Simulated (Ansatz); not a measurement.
## Ag: input and output

The input, for Ansatz 0.2.0 (plane waves, PAW):

```yaml
crystal:
  lattice:
    - [0.0, 2.06941439, 2.06941439]
    - [2.06941439, 0.0, 2.06941439]
    - [2.06941439, 2.06941439, 0.0]
  atoms:
    - { symbol: Ag, position: [0.0, 0.0, 0.0] }
  symmetry: { tolerance: 0.0003 }
kpoints:
  mp_grid: { grid: [14, 14, 14], shift: [0, 0, 0] }
  band_path:
    path:
      - [0.375, 0.375, 0.75]
      - [0.0, 0.0, 0.0]
      - [0.5, 0.5, 0.5]
      - [0.5, 0.25, 0.75]
      - [0.5, 0.0, 0.5]
    npoints: 13
magnetization:
  spin_polarized: false
scf:
  occupations: { method: fermi_dirac }
  lower_state_search: "off"
  max_iter: 200
hamiltonian:
  pseudopotentials: { kind: paw }
  xc: r2scan
basis:
  ecutwfc: 500
  fft_grid_basis: typed
output:
  forces: true
  stress: true
  eigenvalues: true
  bader: true
  populations: true
  elf: true
  write_potential: true
  volumetric_format: npy
  dos:
    e_range: [-12, 8]
    de: 0.05
    projected: { site_lists: { Ag: [Ag] } }
checkpoint:
  read: saved_state
```

The saved state is an earlier solution for the same cell, perhaps on another mesh. 

Parts of the output:

```
SCF iter   1: F=-7603.9455 eV  Δρ=1.49e-3  dr2=3.03e-4  dr2_τ=6.52e-4
SCF iter   2: F=-7603.9457 eV  Δρ=5.46e-4  dr2=3.75e-5  dr2_τ=1.07e-5
SCF iter   3: F=-7603.9457 eV  Δρ=2.32e-4  dr2=5.24e-6  dr2_τ=1.88e-6
SCF iter   4: F=-7603.9457 eV  Δρ=4.85e-5  dr2=4.15e-7  dr2_τ=3.21e-8
SCF iter   5: F=-7603.9457 eV  Δρ=1.18e-5  dr2=2.53e-8  dr2_τ=9.41e-10
Free energy (F): -7603.9457 eV
Harris-Foulkes:  -7603.9457 eV  (|F-HF|=8.64e-11)
Internal energy: -7603.9366 eV  (E = F + TS)
E sigma→0 (E₀):  -7603.9411 eV
Entropy (-TS):   -0.0091 eV (-9.137 meV/atom)
Fermi energy:    16.4522 eV
--- Per-component energies (eV) ---
  E_band       = -268.5536
  E_kinetic    = 527.7470
  E_local      = -2258.6441  (includes V_loc(G=0)·N_el)
  E_nonlocal   = 81.3600
  E_hartree    = 1026.0419
  E_xc         = -178.2436
  E_vxc        = -262.6090  (∫ρ·V_xc dr)
  E_paw        = -3922.4488  (= ΣΔE_a)
  E_vpaw       = -427.4202  (= ΣTr[D̂ρ^β])
  E_aug_tail   = 0.0000  (compensation charges beyond the density's cutoff)
  E_vtau       = 18.9191  (kinetic-family band-sum trace: ∫τ·v_τ [+ j·A + Jᵃ·Aᵃ] dr)
  E_ewald      = -2879.2397
  E_core_change = -0.5093  (= ΣΔE_core)
  E_smearing   = -0.0091  (= −TS)
--- Stress (GPa, compression-positive) ---
       -2.3465       0.0000       0.0000
        0.0000      -2.3465       0.0000
        0.0000       0.0000      -2.3465
  P = ⅓ Tr σ = -2.3465 GPa (-23.465 kbar)
--- Löwdin populations: 1 site ---
  site symbol       q [e]
     0     Ag     18.8866
  spilling = 0.0060 (of n_electrons = 19.0000)
--- Bader charges: 1 site ---
  site symbol  charge [e]  shift [e]
     0     Ag      0.0000     0.0000
```

Origin: a database entry at a rescaled volume.
